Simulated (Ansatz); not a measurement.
Input:

SiC$_{2}$N$_{4}$:
Space group Imma (No. 74); a = 4.771 Å, b = 5.542 Å, c = 7.789 Å, α = β = γ = 90.00°

```csv
atom,site,symmetry,x,y,z
C,4c,.2/m.,0.2500,0.2500,0.2500
Si,4a,2/m..,0.0000,0.0000,0.0000
C,4e,mm2,0.0000,0.2500,0.5963
N,8i,.m.,0.2455,0.2500,0.5277
N,8h,m..,0.0000,0.0595,0.2349
```
(The calculation used a cell of 14 atoms; values per cell refer to that cell.)

This is the r²SCAN-relaxed structure.

All from r²SCAN (plane waves, PAW; program Ansatz), unless another level is named. Estimate the electronic character.

metallic (no gap).

Predict the density of states at the Fermi level.

0.12 states/eV per atom (mean over ±0.08 eV).

Next, the formation energy from the elements (no fitted shifts)?

0.83 eV/atom.

The start of the workflow was typed in or built on a structure type; neither database checked (COD, Materials Project) lists it. COD files the formula under space group No. 224. Whether it is the stable phase at ambient conditions was not checked. The cell was relaxed with r²SCAN under the symmetry of its start; its stability against distortions is not shown here. The volume moved by 26 % from the start of the relaxation. Its formation energy is positive at this level, so the cell may be metastable or incomplete. The references are the lowest solids computed at this level, not always the standard phases (solids in place of the gases).

Potentials: the earlier of the program's two PAW sets.
